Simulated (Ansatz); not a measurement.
This run works on a generated trial structure, not on a known crystal.

Input and command of a plane-wave DFT calculation in Ansatz:

```yaml
crystal:
  lattice:
    - [5.86427088, 0.0, 0.0]
    - [-2.93213544, 5.07860756, 0.0]
    - [0.0, 0.0, 4.74188895]
  atoms:
    - { symbol: Zn, position: [0.16592366, 0.33184733, 0.0] }
    - { symbol: Zn, position: [0.16592366, 0.83407634, 0.0] }
    - { symbol: Zn, position: [0.66815267, 0.83407634, 0.0] }
    - { symbol: Zn, position: [0.98963467, 0.49481734, 0.5] }
    - { symbol: Zn, position: [0.50518266, 0.49481734, 0.5] }
    - { symbol: Zn, position: [0.50518266, 0.01036533, 0.5] }
    - { symbol: Zn, position: [0.0, 0.0, 0.5] }
    - { symbol: O, position: [0.66666667, 0.33333333, 0.0] }
basis:
  ecutwfc: 420
kpoints:
  mp_grid: { grid: [3, 3, 4] }
hamiltonian:
  xc: pbe
scf:
  occupations: { method: gaussian, width: 0.2 }
  lower_state_search: "off"
output:
  forces: true
  stress: true
  eigenvalues: true
relax:
  adjacent_minimum: "off"
  f_tol: 0.08
  max_steps: 16
  cell: { stress_tol: 0.8 }
```

```bash
ansatz run input.yaml --threads 1 --pin off --max-ram 2560MiB --backend cpu --events-out ev --progress --plain --runs-dir out
```

Processor: AMD EPYC (Zen 3), 1 thread, on a host shared with other jobs.

How long does it run, and how much memory does it take?

About 100 s, peak memory 0.41 GiB. It solves 54 bands at 9 k points (after reduction by symmetry) with about 2195 plane waves (on the last cell), in 58 SCF iterations over 7 ionic steps.
